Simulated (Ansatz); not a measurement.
Starting cell, MgS (rock salt):

```
CELL_PARAMETERS angstrom
      0.00000     2.61485     2.61485
      2.61485     0.00000     2.61485
      2.61485     2.61485     0.00000
ATOMIC_POSITIONS crystal
  S  0.00000 0.00000 0.00000
  Mg 0.50000 0.50000 0.50000
```

In this cell atom 2 (Mg, nearest neighbour S at 2.615 Å; its periodic images, 3.7 Å or more away, move with it) is moved by u·(1.000, 0.000, 0.000) + v·(0.000, 0.000, 1.000); the rest is frozen.

Calculation: PBE (plane waves to 420 eV, PAW, scalar-relativistic; Ansatz, an electronic-structure program). k mesh 9×9×9 (Γ-centred), Fermi-Dirac smearing 0.05 eV. The energy includes the smearing's −TS. MgS was relaxed with its symmetry unable to fall. The zero of ΔE is the undisplaced structure. Axes are in Å.

Question: Give the computed ΔE (meV/cell) at all points of the grid u = -0.390, -0.260, -0.130, 0.000, 0.130, 0.260, 0.390 by v = -0.390, -0.260, -0.130, 0.000, 0.130, 0.260, 0.390.

Answer: ΔE (meV/cell), with u across and v down:

```
v \ u   -0.390  -0.260  -0.130  0.000  0.130  0.260  0.390
------  ------  ------  ------  -----  -----  -----  -----
-0.390     475     351     304    293    304    351    475
-0.260     351     191     123    105    123    191    351
-0.130     304     123      44     23     44    123    304
0.000      293     105      23      0     23    105    293
0.130      304     123      44     23     44    123    304
0.260      351     191     123    105    123    191    351
0.390      475     351     304    293    304    351    475
```

(For displaced atoms, the force is minus the slope of the energy, and its curvature is a force constant, which sets phonon frequencies.)
